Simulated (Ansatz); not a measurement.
This run works on a generated trial structure, not on a known crystal.

Input and command of a plane-wave DFT calculation in Ansatz:

```yaml
crystal:
  lattice:
    - [1.80230082, 1.04055886, 8.90673156]
    - [-1.80230082, 1.04055886, 8.90673156]
    - [0.0, -2.08111772, 8.90673156]
  atoms:
    - { symbol: In, position: [0.5, 0.5, 0.5] }
    - { symbol: Bi, position: [0.39018641, 0.39018641, 0.39018641] }
    - { symbol: Bi, position: [0.60981359, 0.60981359, 0.60981359] }
    - { symbol: F, position: [0.0, 0.0, 0.0] }
    - { symbol: F, position: [0.78037282, 0.78037282, 0.78037282] }
    - { symbol: F, position: [0.21962718, 0.21962718, 0.21962718] }
basis:
  ecutwfc: 420
kpoints:
  mp_grid: { grid: [6, 6, 6] }
hamiltonian:
  xc: pbe
scf:
  occupations: { method: gaussian, width: 0.1 }
  lower_state_search: "off"
output:
  forces: true
  stress: true
  eigenvalues: true
relax:
  adjacent_minimum: "off"
  f_tol: 0.04
  max_steps: 70
  cell: { stress_tol: 0.4 }
```

```bash
ansatz run input.yaml --threads 1 --pin off --max-ram 2560MiB --backend cpu --events-out ev --progress --plain --runs-dir out
```

Processor: Intel(R) Xeon(R) Processor @ 2.50GHz (Skylake/Cascade Lake), 1 thread, on a host shared with other jobs.

Task: Estimate time, memory and problem size.

Result: About 4.8 min, peak memory 0.49 GiB. It solves 39 bands at 32 k points (after reduction by symmetry) with about 2369 plane waves (on the last cell), in 120 SCF iterations over 18 ionic steps.
